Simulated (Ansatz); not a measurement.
## Sc (P6_3/mmc), two-dimensional strain map

The calculation used DFT PBE, scalar-relativistic, plane waves, PAW in Ansatz 0.2.0. The runs took a 420 eV cutoff, a Γ-centred 18×18×10 mesh and Gaussian smearing (0.15 eV). No spin polarisation. Energies are free energies at this smearing, counted from the undisturbed cell; pressure is positive in compression.

The undisturbed cell (as given, not relaxed at this level; it stands at -0.6 GPa):

```
Sc
1.0
     3.30880    0.00000    0.00000
    -1.65440    2.86550    0.00000
     0.00000    0.00000    5.26800
Sc
2
Direct
  0.33333 0.66667 0.25000
  0.66667 0.33333 0.75000
```

The cell is strained by p along both x and y and by q along z, fractional coordinates fixed. Points are written (p, q).

p was sampled at -0.030, -0.015, 0.000, 0.015, 0.030 and q at -0.030, -0.015, 0.000, 0.015, 0.030.

Where on the computed points is the energy highest, and how high?

At (0.030, 0.030): 39.5 meV/atom.

Away from (0, 0), which computed point is lowest?

(0.000, -0.015): -2.2 meV/atom.

The map, in meV/atom:

```
 p \ q  -0.030  -0.015  0.000  0.015  0.030
-0.030    26.9    21.2   19.1   20.3   24.5
-0.015     7.7     4.3    4.4    7.8   14.2
 0.000    -0.9    -2.2    0.0    5.4   13.8
 0.015     0.3     0.9    5.0   12.3   22.5
 0.030    10.3    12.8   18.7   27.7   39.5
```